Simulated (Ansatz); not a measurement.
Relaxation of a generated trial cell of TaN in the NbAs structure type; 4 atoms in the cell, which starts as I4₁md (No. 109), tI8; a = 2.7513 Å, b = 2.7513 Å, c = 9.3144 Å, α = 90.00°, β = 90.00°, γ = 90.00°. All values below come from PBE (plane waves to 420 eV, PAW, scalar-relativistic; Ansatz, a program for electronic structure). Γ-centred k-mesh 12×12×12 on the run's cell (coarser than for final values), Fermi–Dirac smearing 0.05 eV. This is the first round of the run. 

The optimiser's lines from the output (shortened; P is positive under compression):

```
relax step   1: F+E_penalty+E_count = -20636.31918060 eV  Δ(F+E_penalty+E_count) = +0.000e0 eV  max|allowed force component| = 7.012e-1 eV/Å  Δτ_max = 0.0000 Å  P = +114.567 GPa  Ω = 35.253 Å³  (6 SCF iters, dr2 threshold 1.00e-7 eV, accepted)
relax step   2: F+E_penalty+E_count = -20638.32291787 eV  Δ(F+E_penalty+E_count) = -2.004e0 eV  max|allowed force component| = 3.233e-1 eV/Å  Δτ_max = 0.0025 Å  P = +43.154 GPa  Ω = 39.376 Å³  (6 SCF iters, dr2 threshold 4.00e-7 eV, accepted)
relax step   3: F+E_penalty+E_count = -20638.81911810 eV  Δ(F+E_penalty+E_count) = -4.962e-1 eV  max|allowed force component| = 2.644e-1 eV/Å  Δτ_max = 0.0005 Å  P = +10.286 GPa  Ω = 42.326 Å³  (6 SCF iters, dr2 threshold 4.00e-7 eV, accepted)
relax step   4: F+E_penalty+E_count = -20638.85871854 eV  Δ(F+E_penalty+E_count) = -3.960e-2 eV  max|allowed force component| = 9.240e-2 eV/Å  Δτ_max = 0.0130 Å  P = -1.335 GPa  Ω = 43.696 Å³  (6 SCF iters, dr2 threshold 4.00e-7 eV, accepted)
relax step   5: F+E_penalty+E_count = -20638.86062763 eV  Δ(F+E_penalty+E_count) = -1.909e-3 eV  max|allowed force component| = 5.989e-3 eV/Å  Δτ_max = 0.0033 Å  P = +0.042 GPa  Ω = 43.521 Å³  (6 SCF iters, dr2 threshold 4.00e-7 eV, accepted)
relax step   6: F+E_penalty+E_count = -20638.86062597 eV  Δ(F+E_penalty+E_count) = +1.661e-6 eV  max|allowed force component| = 1.327e-5 eV/Å  Δτ_max = 0.0002 Å  P = -0.002 GPa  Ω = 43.525 Å³  (6 SCF iters, dr2 threshold 1.98e-8 eV, accepted)
relax step   7: F+E_penalty+E_count = -20638.90855648 eV  Δ(F+E_penalty+E_count) = -4.793e-2 eV  max|allowed force component| = 2.785e-4 eV/Å  Δτ_max = 0.0000 Å  P = +1.346 GPa  Ω = 43.525 Å³  stress off target by 1.79e0 GPa  SCF on the basis re-selected at this cell (its energy is not comparable with the rows above)  (7 SCF iters)
relax step   8: F+E_penalty+E_count = -20638.90905767 eV  Δ(F+E_penalty+E_count) = -5.012e-4 eV  max|allowed force component| = 6.532e-3 eV/Å  Δτ_max = 0.0001 Å  P = -0.045 GPa  Ω = 43.707 Å³  (6 SCF iters, dr2 threshold 4.00e-7 eV, accepted)
relax step   9: F+E_penalty+E_count = -20638.90908009 eV  Δ(F+E_penalty+E_count) = -2.243e-5 eV  max|allowed force component| = 1.837e-6 eV/Å  Δτ_max = 0.0002 Å  P = +0.001 GPa  Ω = 43.701 Å³  (6 SCF iters, dr2 threshold 8.22e-8 eV, accepted)
relax step  10: F+E_penalty+E_count = -20638.90937369 eV  Δ(F+E_penalty+E_count) = -2.936e-4 eV  max|allowed force component| = 1.365e-5 eV/Å  Δτ_max = 0.0000 Å  P = +0.002 GPa  Ω = 43.701 Å³  stress off target by 3.63e-3 GPa  SCF on the basis re-selected at this cell (its energy is not comparable with the rows above)  (9 SCF iters)
```

From the first to the last row the energy changes by -0.65 eV/atom and the volume by +24.0 %. The last row is marked as not comparable with the walk above it, whose basis was carried along; it does compare with step 1, since both stand on a basis selected at the nominal cutoff for their own cell.

Energy and pressure jump between steps 6 and 7 at one geometry, where the plane-wave basis was selected anew. While the cell walks, the set of plane waves is carried along, so its effective cutoff drifts with the strain; re-selecting it at 420 eV moved the energy by -0.012 eV/atom and the pressure by 1.3 GPa. Only step 1 and rows on a re-selected basis compare with each other.

Later rounds, restarted from the end of this one on a renewed k-mesh, logged 8 more steps and released under 0.01 eV/atom more. The final structure after all rounds: I4₁md (No. 109), tI8; a = 2.9147 Å, b = 2.9147 Å, c = 10.2880 Å, α = 90.00°, β = 90.00°, γ = 90.00°. Between re-selections the logged energies stand on a plane-wave basis carried along with the cell. No spin polarisation in the result.

The run could not lose the symmetry of its start, so the end can be a saddle point.

The relaxed structure here is a generated cell of TaN: the first start was made by placing the elements on the sites of a structure type, and the end was not matched to a known phase here, so it may be hypothetical. Known forms of TaN include space group No. 225.
